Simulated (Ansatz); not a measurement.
MgIn$_{2}$O$_{4}$:
```yaml
crystal:
  lattice:
    - [-2.41869, 2.41869, 4.99205]
    - [2.41869, -2.41869, 4.99205]
    - [2.41869, 2.41869, -4.99205]
  atoms:
    - { symbol: In, position: [0.50000, 0.50000, 0.00000] }
    - { symbol: In, position: [0.25000, 0.75000, 0.50000] }
    - { symbol: Mg, position: [0.00000, 0.00000, 0.00000] }
    - { symbol: O, position: [0.32649, 0.84338, 0.94983] }
    - { symbol: O, position: [0.89355, 0.37666, 0.05017] }
    - { symbol: O, position: [0.15662, 0.10645, 0.48311] }
    - { symbol: O, position: [0.62334, 0.67351, 0.51689] }
```

Relaxed with PBE. Special points in fractions of this cell's reciprocal vectors: Γ (0.000, 0.000, 0.000); X (0.000, 0.000, 0.500); P (0.250, 0.250, 0.250); N (0.000, 0.500, 0.000); M (0.500, 0.500, -0.500); S (0.309, 0.691, -0.309); S0 (-0.309, 0.309, 0.309); R (-0.117, 0.117, 0.500); G (0.500, 0.500, -0.117).

### Question
List the band energies nearest the valence-band maximum at these points for plane-wave PAW PBE (Ansatz code).

### Answer
In eV from the valence-band maximum; about four levels below and three above (degenerate sets whole), none deeper than 8.9 eV; points with the same levels are listed once.

```
k                    below                above
-  -----------------------  -------------------
Γ  -1.09 -0.41 -0.07 -0.07       1.38 5.88 7.14
X   -0.87 -0.60 -0.19 0.00       4.49 4.75 6.44
P   -0.90 -0.83 -0.20 0.00       4.50 4.74 6.41
N  -0.79 -0.53 -0.35 -0.19       3.74 4.92 6.79
M  -1.17 -1.09 -0.23 -0.23  3.67 4.06 5.78 5.78
S  -0.88 -0.67 -0.30 -0.18       4.03 4.84 5.69
R  -0.96 -0.61 -0.20 -0.04       4.47 4.70 6.36
```

Space group I-4. The cell is a constructed one: a structure type filled with these elements; neither database checked (COD, Materials Project) lists it. Its standing as an ambient phase is unchecked. Symmetry was held in the PBE relaxation; whether a distortion lowers the energy is not shown. Spin–orbit coupling is left out wherever it is not named.

Potentials: the earlier of the program's two PAW sets.
